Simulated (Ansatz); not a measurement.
Calculated quadrupolar parameters for CuAu

The cell is a structure deposited in the COD, ions relaxed with PBE at fixed cell.

```cif
data_structure
_symmetry_space_group_name_H-M 'P 1'
_symmetry_Int_Tables_number 1
_cell_length_a 2.8000
_cell_length_b 2.8000
_cell_length_c 3.6700
_cell_angle_alpha 90.000
_cell_angle_beta 90.000
_cell_angle_gamma 90.000
_cell_volume 28.77
loop_
_atom_site_label
_atom_site_type_symbol
_atom_site_fract_x
_atom_site_fract_y
_atom_site_fract_z
_atom_site_occupancy
Cu1 Cu 0.50000 0.50000 0.50000 1
Au2 Au 0.00000 0.00000 0.00000 1
```

Atom numbers follow the list; atoms alike are taken as one site, whose name carries the number of the first.

Computed with Ansatz: DFT, PBE, plane waves and PAW, with spin–orbit coupling, 420 eV cutoff, Γ-centred 12×12×9 k-points, Fermi–Dirac smearing 0.05 eV.

C_Q = eQV_zz/h, which is 24.18 MHz for Q = 1 b and V_zz = 10²¹ V/m²; η = (V_xx − V_yy)/V_zz.

⁶⁵Cu: I = 3/2, Q = -204.0 mb; ¹⁹⁷Au: I = 3/2, Q = 547.0 mb. Q values from Pyykkö, Mol. Phys. 116, 1328 (2018).

```json
{"site": "Cu", "atoms (order as listed)": "1", "first shell": "8 Au at 2.70 Å, 4 Cu at 2.80 Å", "V_zz (10²¹ V/m²)": "-0.92", "η": "0.00", "C_Q (MHz)": "4.53"}
{"site": "Au", "atoms (order as listed)": "2", "first shell": "8 Cu at 2.70 Å, 4 Au at 2.80 Å", "V_zz (10²¹ V/m²)": "6.19", "η": "0.00", "C_Q (MHz)": "81.9"}
```

An axis of threefold or higher order runs through Cu and Au, so V_zz lies along it and η is zero.

At this cell the PBE pressure is 6 GPa, so with PBE the cell would grow if it were relaxed. With no gap above 0.1 eV, as in a metal, the gradients converge slowly in k; expect changes of a tenth or more on a denser mesh.

The run took 50 s of wall time (50 s of CPU time) and 0.77 GiB at its peak, on 1 thread of Arm Neoverse V2 (aarch64; 28 cores open to the job, memory cap 3.0 GiB, no GPU), a shared host with a load of 0.9 a core.
